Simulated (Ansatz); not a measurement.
**MgO: do energies and stresses tell the same story?**

Theory: Ansatz 0.2.0, DFT r2SCAN, scalar-relativistic, plane waves, PAW.

Settings: cutoff 500 eV, Γ-centred mesh 10×10×10 on the computed 2-atom cell, Gaussian smearing of 0.02 eV; no spin polarisation.

Relaxed cell: Fm-3m, a = 4.204 Å, b = 4.204 Å, c = 4.204 Å, α = 90.00°, β = 90.00°, γ = 90.00°, 2 atoms in the primitive cell.

Energies at zero smearing and pressures from the stress tensor, at volumes with shape and atoms relaxed:
```
V (Å³/atom) E − E(first) (meV/atom) P (GPa)
      8.175                     0.00    27.70
      8.454                   -40.49    19.08
      8.732                   -67.12    11.72
      9.011                   -81.89     5.42
      9.290                   -86.50     0.01
      9.568                   -82.38    -4.63
      9.847                   -70.78    -8.62
     10.219                   -45.44   -13.08
```

Problem. Check P = −dE/dV between neighbouring volumes, and get the bulk modulus from the pressures alone.

Solution. With 1 eV/Å³ = 160.2 GPa:
```
middle V (Å³/atom)  −ΔE/ΔV (GPa) mean P (GPa)
             8.314        23.280        23.390
             8.593        15.307        15.403
             8.872         8.490         8.572
             9.150         2.653         2.717
             9.429        -2.369        -2.308
             9.708        -6.671        -6.623
            10.033       -10.925       -10.847
```

The two differ by 0.11 GPa at most. The mean of two end pressures misses the average over a step by about ΔV² P″/12, up to 0.11 GPa here; with that taken off 0.00 GPa remains. Around V = 9.290 Å³/atom, the two neighbours give B = −V ΔP/ΔV = 9.290 × 10.05 / 0.557 = 167.5 GPa, against B0 = 166.7 GPa from the Birch–Murnaghan fit of the energies.